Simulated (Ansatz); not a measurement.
Cs2KYBr6:
```xyz
10
Lattice="0.0000 5.8849 5.8849 5.8849 0.0000 5.8849 5.8849 5.8849 0.0000" Properties=species:S:1:pos:R:3 pbc="T T T"
K      5.8849     5.8849     5.8849
Cs     8.8274     8.8274     8.8274
Cs     2.9425     2.9425     2.9425
Y      0.0000     0.0000     0.0000
Br     2.7785     5.8849     5.8849
Br     8.9913     5.8849     5.8849
Br     5.8849     2.7785     5.8849
Br     5.8849     8.9913     5.8849
Br     5.8849     5.8849     2.7785
Br     5.8849     5.8849     8.9913
```

Relaxed with r²SCAN. r²SCAN in the plane-wave PAW code Ansatz gives a gap of 4.87 eV.

### Question
What gap does HSE06 give on the same cell (Ansatz, PAW)?

### Answer
5.51 eV, 0.64 eV more. The hybrid was solved on a coarser mesh and at special points; the gap given is the minimum over both.

| k | v1 r²SCAN | c1 r²SCAN | v1 HSE06 | c1 HSE06 |
|---|---|---|---|---|
| Γ | 0.00 | 4.87 | 0.00 | 5.51 |
| X | -0.01 | 4.91 | (withheld) | (withheld) |
| L | -0.17 | 5.03 | (withheld) | (withheld) |
| W | -0.19 | 5.12 | (withheld) | (withheld) |
| K | -0.10 | 5.01 | (withheld) | (withheld) |

### Question
Top valence (v1) and lowest conduction level (c1) in eV from each method's valence maximum (which need not be a listed point): supply the withheld HSE06 values.

### Answer

- W, v1 HSE06: -0.20
- W, c1 HSE06: 5.90
- L, v1 HSE06: -0.18
- L, c1 HSE06: 5.78
- X, v1 HSE06: -0.01
- X, c1 HSE06: 5.67
- K, v1 HSE06: -0.10
- K, c1 HSE06: 5.78

Cost on shared cores: the r²SCAN run (SCF on a 4×4×4 mesh, then bands and DOS) around 4 core-minutes (rough), the HSE06 run (SCF on 3×3×3, then a few points) roughly 10 core-minutes; the tasks are unlike.

Space group Fm-3m. The workflow started from a Materials Project entry (that database holds measured and hypothetical structures alike); the Crystallography Open Database copy checked does not list it. Its standing as an ambient phase is unchecked. Symmetry was held in the r²SCAN relaxation; its stability against distortions is not shown here. No spin polarisation was allowed. Scalar-relativistic: spin–orbit coupling is off unless named, which matters more the heavier the elements.

Potentials: the later of the program's two PAW sets.
